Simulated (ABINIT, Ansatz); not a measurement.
**Ti3Se: the functional in 2 programs**

It takes space group P-6m2 (No. 187, hexagonal). The conventional cell has a = 3.197 Å, b = 3.197 Å, c = 7.943 Å, α = 90.00°, β = 90.00°, γ = 120.00°. Around Se (site symmetry -6m2) lie 6 Ti at 2.58 Å. Ti (site symmetry -6m2) has 12 Ti at 2.85 to 3.20 Å as nearest neighbours. Ti (site symmetry 3m) has 3 Se at 2.58 Å and 3 Ti at 2.85 Å as nearest neighbours.

The cell comes from a database or a generator and needn't be the stable form of this composition.

Kept alike: task band structure; k mesh 10 × 10 × 4; occupations fermi-dirac, width 0.05 eV; no spin polarisation. The mesh is that of the run's cell of 4 atoms. No spin-orbit coupling.

- A: ABINIT; JTH PAW LDA v2.0 (LDA); JTH PAW PBE v2.0 (PBE, PBEsol), cutoff 408 eV
- B: Ansatz, Ansatz PAW, made for PBE, cutoff 420 eV

| functional | A: pressure (GPa) | B: pressure (GPa) |
| --- | --- | --- |
| LDA | -7.64 | -7.97 |
| PBE | 0.38 | 0.14 |
| PBEsol | -4.13 | -4.45 |

Pressure is positive in compression; plane-wave values hold the error of the finite cutoff, which Ansatz corrects. Values on potentials made for another functional: A at PBEsol; B at LDA, PBEsol. For a metal such a mesh leaves the last digits unconverged.

Q: How large is the effect of the functional, and do the programs agree on it?

A: From LDA to PBE the pressure moves by +8.02 in A, +8.11 in B (GPa). Row by row the programs differ by 0.24 to 0.33, and over this span the shifts, as printed, agree within about 1 %. Shifts from LDA: PBE +8.02, +8.11; PBEsol +3.51, +3.52; the programs' shifts differ by up to 0.09.
